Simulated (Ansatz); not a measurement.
The cell below belongs to a search over invented structures; it isn't taken from experiment.

Input and command of a plane-wave DFT calculation in Ansatz:

```yaml
crystal:
  lattice:
    - [3.8680155442, 0.0, 0.0]
    - [0.0, 3.8680155442, 0.0]
    - [0.0, 0.0, 15.9818922515]
  atoms:
    - { symbol: La, position: [0.5, 0.0, 0.3933404299] }
    - { symbol: La, position: [0.0, 0.5, 0.6066595701] }
    - { symbol: Nb, position: [0.0, 0.5, 0.9795281641] }
    - { symbol: Nb, position: [0.5, 0.0, 0.0204718359] }
    - { symbol: F, position: [0.0, 0.0, 0.3237969555] }
    - { symbol: F, position: [0.5, 0.5, 0.3237969555] }
    - { symbol: F, position: [0.5, 0.5, 0.6762030445] }
    - { symbol: F, position: [0.0, 0.0, 0.6762030445] }
    - { symbol: F, position: [0.5, 0.5, 0.5] }
    - { symbol: F, position: [0.0, 0.0, 0.5] }
basis:
  ecutwfc: 420
kpoints:
  mp_grid: { grid: [8, 8, 2] }
hamiltonian:
  xc: pbe
scf:
  occupations: { method: gaussian, width: 0.1 }
output:
  forces: true
  stress: true
  eigenvalues: true
relax:
  adjacent_minimum: "off"
  f_tol: 0.01
  max_steps: 30
  cell: { stress_tol: 0.1, fix: [volume] }
```

```bash
ansatz run input.yaml --threads 1 --pin off --max-ram 2560MiB --backend cpu --events-out ev --progress --plain --runs-dir out
```

Processor: Intel(R) Xeon(R) Gold 6455B (Sapphire Rapids), 1 thread, on a host shared with other jobs.

Q: How long does it run, and how much memory does it take?

A: About 100 s, peak memory 0.69 GiB. It solves 55 bands at 30 k points (after reduction by symmetry) with about 4685 plane waves, in 37 SCF iterations over 5 ionic steps.
